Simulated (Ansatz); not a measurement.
Ta4C3: an elastic constant from a strain scan

Level of theory: DFT PBEsol, scalar-relativistic, plane waves, PAW (Ansatz). The runs took a 420 eV cutoff, a Γ-centred 10×10×10 mesh and Gaussian smearing (0.15 eV). Spin–orbit coupling is left out, which can shift energies with elements as heavy as these. No spin polarisation. Energies are free energies at this smearing, counted from the undisturbed cell; pressure is positive in compression.

The undisturbed cell (relaxed at this level; it needn't be the usual structure):

```
Ta C
1.0
     4.40260    0.00000    0.00000
     0.00000    4.40260    0.00000
     0.00000    0.00000    4.40260
Ta C
4 3
Direct
  0.00000 0.50000 0.50000
  0.50000 0.00000 0.50000
  0.50000 0.50000 0.00000
  0.00000 0.00000 0.00000
  0.50000 0.00000 0.00000
  0.00000 0.50000 0.00000
  0.00000 0.00000 0.50000
```

The cell is strained by ε times the Voigt pattern (0, 0, 0, 0, 1, 0) (xx, yy, zz, yz, xz, xy; engineering shear) with fractional coordinates fixed. The cell holds 7 atoms in V0 = 85.34 Å³. The stress column is τ = (1/V0) dE/dε, got from the stress tensor σ (compression positive) at each point as −det(1 + εP) σ : P(1 + εP)⁻¹, with P the pattern as a tensor.

```csv
ε,ΔE (meV/atom),τ (GPa)
-0.0350,5.620,-4.200
-0.0300,4.134,-3.608
-0.0250,2.872,-3.013
-0.0200,1.841,-2.415
-0.0150,1.037,-1.813
-0.0100,0.462,-1.210
-0.0050,0.117,-0.605
0.0000,0.000,0.000
0.0050,0.117,0.605
0.0100,0.462,1.210
0.0150,1.037,1.813
0.0200,1.841,2.415
0.0250,2.872,3.013
0.0300,4.134,3.608
0.0350,5.620,4.200
0.0400,?,?
```

Task: Which combination of elastic constants does this scan measure, and how large is it?

Result: For small ε, τ = τ0 + Kε with K = pᵀCp, which for this pattern is C44 in the cubic axes. The parabola through τ at ε = -0.0050, 0 and 0.0050 has slope K = 121 GPa at zero. The energies per cell, E = NΔE, of the same two points give K = 2[E(ε₊)/ε₊ − E(ε₋)/ε₋]/[(ε₊ − ε₋)V0] = 124 GPa, in agreement.

Task: Predict the withheld row at ε = 0.0400 from the harmonic law, and compare.

Result: ΔE = V0(τ0 ε + Kε²/2)/N = 7.365 meV/atom and τ = 4.84 GPa. The calculation gives 7.328 meV/atom and 4.79 GPa, a miss of 0.5 % of the harmonic energy, so the harmonic law still holds here.

In a metal these slopes depend on the k mesh and the smearing.

Cost: 9 runs of about 6.6 core-minutes in all, on Intel Xeon Platinum 8259CL (Skylake/Cascade Lake) (shared hosts).